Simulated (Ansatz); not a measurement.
Input:

Hf$_{3}$Nb$_{2}$Ga$_{3}$:
```xyz
16
Lattice="7.8991 0.0000 0.0000 -3.9496 6.8408 0.0000 0.0000 0.0000 5.4377" Properties=species:S:1:pos:R:3 pbc="T T T"
Hf     2.9744     5.1517     1.3594
Hf     0.9752     1.6891     4.0783
Hf    -2.9744     5.1517     4.0783
Hf    -0.9752     1.6891     1.3594
Hf     1.9504     0.0000     1.3594
Hf     5.9487     0.0000     4.0783
Nb     3.9496     2.2803     0.0000
Nb     0.0000     4.5605     0.0000
Nb     0.0000     4.5605     2.7189
Nb     3.9496     2.2803     2.7189
Ga     4.7706     0.0000     1.3594
Ga     3.1285     0.0000     4.0783
Ga     2.3853     4.1315     4.0783
Ga     1.5643     2.7094     1.3594
Ga    -2.3853     4.1315     1.3594
Ga    -1.5643     2.7094     4.0783
```

This is the r²SCAN-relaxed structure.

Question: All from DFT-r²SCAN in the program Ansatz with PAW potentials, unless another level is named. Give the formation energy from the elements (no fitted shifts).

Answer: -0.54 eV/atom.

Question: What about the density of states at the Fermi level?

Answer: 0.40 states/eV per atom (mean over ±0.08 eV).

Space group P6_3/mcm. The first step of the workflow began from a Materials Project structure, measured or hypothetical; the Crystallography Open Database files this formula in space group No. 193, but the cells were not matched. Whether it is the stable phase at ambient conditions was not checked. The r²SCAN relaxation kept the symmetry of its start; its stability against distortions is not shown here. The run is not spin-polarised. The references are the lowest solids computed at this level, not always the standard phases. Spin–orbit coupling is left out wherever it is not named.

Potentials: the later of the program's two PAW sets.
